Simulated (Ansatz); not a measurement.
A relaxation computed with Ansatz, from input to last step.

```yaml
crystal:
  lattice:
    - [6.0778422045, 0.0, 0.0]
    - [-3.0389211023, 5.2635657493, 0.0]
    - [0.0, 0.0, 4.8784061335]
  atoms:
    - { symbol: Ti, position: [0.3333333333, 0.6666666667, 0.25] }
    - { symbol: Ti, position: [0.6666666667, 0.3333333333, 0.75] }
    - { symbol: As, position: [0.833, 0.666, 0.25] }
    - { symbol: As, position: [0.167, 0.833, 0.75] }
    - { symbol: As, position: [0.334, 0.167, 0.25] }
    - { symbol: As, position: [0.167, 0.334, 0.75] }
    - { symbol: As, position: [0.833, 0.167, 0.25] }
    - { symbol: As, position: [0.666, 0.833, 0.75] }
basis:
  ecutwfc: 420
kpoints:
  mp_grid: { grid: [3, 3, 4] }
hamiltonian:
  xc: pbe
scf:
  occupations: { method: gaussian, width: 0.1 }
  lower_state_search: "off"
output:
  forces: true
  stress: true
  eigenvalues: true
relax:
  adjacent_minimum: "off"
  f_tol: 0.04
  max_steps: 70
  cell: { stress_tol: 0.4 }
```

```bash
ansatz run input.yaml --threads 1 --pin off --max-ram 2560MiB --backend cpu --events-out ev --progress --plain --runs-dir out
```

The calculation used DFT PBE, scalar-relativistic, plane waves, PAW in Ansatz 0.2.0.

Of 6 frames 5 are shown, positions in Å and forces in eV/Å; the SCF threshold varies from step to step. Steps run on the plane waves of an earlier cell, with a Pulay correction in the pressure. The basis is chosen afresh for the last frame, the zero of the energies, and at times for earlier ones too; energy and pressure step there, also at an unchanged geometry.

```xyz
8
Lattice="6.0778 0.0000 0.0000 -3.0389 5.2636 0.0000 0.0000 0.0000 4.8784" Properties=species:S:1:pos:R:3:forces:R:3 pbc="T T T" step=1 free_energy_over_end_meV_per_atom=143.54 pressure_GPa=-5.96
Ti    0.0000    3.5090    1.2196    0.0000    0.0000    0.0000
Ti    3.0389    1.7545    3.6588    0.0000    0.0000    0.0000
As    3.0389    3.5055    1.2196    0.0000   -1.1138    0.0000
As   -1.5164    4.3845    3.6588    0.9646   -0.5569    0.0000
As    1.5225    0.8790    1.2196    0.9646    0.5569    0.0000
As    0.0000    1.7580    3.6588    0.0000    1.1138    0.0000
As    4.5553    0.8790    1.2196   -0.9646    0.5569    0.0000
As    1.5164    4.3845    3.6588   -0.9646   -0.5569    0.0000
8
Lattice="5.7812 0.0000 0.0000 -2.8906 5.0066 0.0000 0.0000 0.0000 4.7984" Properties=species:S:1:pos:R:3:forces:R:3 pbc="T T T" step=2 free_energy_over_end_meV_per_atom=26.02 pressure_GPa=6.47
Ti    0.0000    3.3378    1.1996    0.0000    0.0000    0.0000
Ti    2.8906    1.6689    3.5988    0.0000    0.0000    0.0000
As    2.8906    3.1557    1.1996    0.0000    0.1006    0.0000
As   -1.2877    4.0812    3.5988   -0.0872    0.0503    0.0000
As    1.6029    0.9255    1.1996   -0.0872   -0.0503    0.0000
As    0.0000    1.8509    3.5988    0.0000   -0.1006    0.0000
As    4.1782    0.9255    1.1996    0.0872   -0.0503    0.0000
As    1.2877    4.0812    3.5988    0.0872    0.0503    0.0000
8
Lattice="5.9895 0.0000 0.0000 -2.9947 5.1871 0.0000 0.0000 0.0000 4.9807" Properties=species:S:1:pos:R:3:forces:R:3 pbc="T T T" step=3 free_energy_over_end_meV_per_atom=9.08 pressure_GPa=-1.28
Ti    0.0000    3.4580    1.2452    0.0000    0.0000    0.0000
Ti    2.9947    1.7290    3.7356    0.0000    0.0000    0.0000
As    2.9947    3.2054    1.2452    0.0000    0.2759    0.0000
As   -1.2786    4.1962    3.7356   -0.2389    0.1379    0.0000
As    1.7162    0.9908    1.2452   -0.2389   -0.1379    0.0000
As    0.0000    1.9816    3.7356    0.0000   -0.2759    0.0000
As    4.2733    0.9908    1.2452    0.2389   -0.1379    0.0000
As    1.2786    4.1962    3.7356    0.2389    0.1379    0.0000
8
Lattice="6.0000 0.0000 0.0000 -3.0000 5.1962 0.0000 0.0000 0.0000 4.8548" Properties=species:S:1:pos:R:3:forces:R:3 pbc="T T T" step=4 free_energy_over_end_meV_per_atom=0.59 pressure_GPa=-0.56
Ti    0.0000    3.4641    1.2137    0.0000    0.0000    0.0000
Ti    3.0000    1.7321    3.6411    0.0000    0.0000    0.0000
As    3.0000    3.2381    1.2137    0.0000   -0.1401    0.0000
As   -1.3043    4.2171    3.6411    0.1213   -0.0700    0.0000
As    1.6958    0.9790    1.2137    0.1213    0.0700    0.0000
As    0.0000    1.9581    3.6411    0.0000    0.1401    0.0000
As    4.3043    0.9790    1.2137   -0.1213    0.0700    0.0000
As    1.3043    4.2171    3.6411   -0.1213   -0.0700    0.0000
8
Lattice="6.0105 0.0000 0.0000 -3.0052 5.2052 0.0000 0.0000 0.0000 4.8427" Properties=species:S:1:pos:R:3:forces:R:3 pbc="T T T" step=6 free_energy_over_end_meV_per_atom=0.00 pressure_GPa=-0.13
Ti    0.0000    3.4701    1.2107    0.0000    0.0000    0.0000
Ti    3.0052    1.7351    3.6320    0.0000    0.0000    0.0000
As    3.0052    3.2319    1.2107    0.0000   -0.0202    0.0000
As   -1.2963    4.2186    3.6320    0.0175   -0.0101    0.0000
As    1.7089    0.9866    1.2107    0.0175    0.0101    0.0000
As    0.0000    1.9733    3.6320    0.0000    0.0202    0.0000
As    4.3016    0.9866    1.2107   -0.0175    0.0101    0.0000
As    1.2963    4.2186    3.6320   -0.0175   -0.0101    0.0000
```

The start puts this composition into another compound's structure type, which needn't suit it. At the end the space group is P6_3/mmc (tolerance 0.05 Å).

Time: 12 s on 1 thread of AMD EPYC 9B45 (Zen 5), on a shared host, peak memory 0.53 GiB.

The k mesh is coarse.